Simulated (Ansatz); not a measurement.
PbS:
```xyz
2
Lattice="0.0000 2.9871 2.9871 2.9871 0.0000 2.9871 2.9871 2.9871 0.0000" Properties=species:S:1:pos:R:3 pbc="T T T"
Pb     0.0000     0.0000     0.0000
S      2.9871     2.9871     2.9871
```

Relaxed with r²SCAN.

Task: Give the Bader charges and basin volumes of the independent atoms, DFT-r²SCAN in the program Ansatz with PAW potentials.

Result: 

```
atom  Bader charge (e)  Bader volume (Å³)
----  ----------------  -----------------
Pb1              +1.06               24.7
S2               -1.06               28.6
```

Space group Fm-3m (rock salt). The cell was relaxed with r²SCAN under the symmetry of its start. Spin–orbit coupling is left out wherever it is not named.

Potentials: the later of the program's two PAW sets.
